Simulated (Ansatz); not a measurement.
System: Cr2O3, 10 atoms in the cell.

Method: PBE, all-electron LAPW, point nucleus in Ansatz.

k-mesh 4×4×4 Γ-centred; Fermi–Dirac smearing of 0.05 eV; starting moments Cr1 3, Cr2 -3, Cr3 3, Cr4 -3 μB.

```yaml
crystal:
  lattice:
    - [2.47950, 1.43154, 4.53133]
    - [-2.47950, 1.43154, 4.53133]
    - [0.00000, -2.86308, 4.53133]
  atoms:
    - { symbol: Cr, position: [0.34770, 0.34770, 0.34770] }
    - { symbol: Cr, position: [0.15230, 0.15230, 0.15230] }
    - { symbol: Cr, position: [0.84770, 0.84770, 0.84770] }
    - { symbol: Cr, position: [0.65230, 0.65230, 0.65230] }
    - { symbol: O, position: [0.55510, 0.94490, 0.25000] }
    - { symbol: O, position: [0.25000, 0.55510, 0.94490] }
    - { symbol: O, position: [0.94490, 0.25000, 0.55510] }
    - { symbol: O, position: [0.44490, 0.05510, 0.75000] }
    - { symbol: O, position: [0.75000, 0.44490, 0.05510] }
    - { symbol: O, position: [0.05510, 0.75000, 0.44490] }
```
Lattice in Å, positions in fractions of it.

Is the cell under compression or tension, and by how much?

The pressure is 2.74 GPa, so at these settings the cell is compressed and would expand.

One magnetic order was tried; another may lie lower.
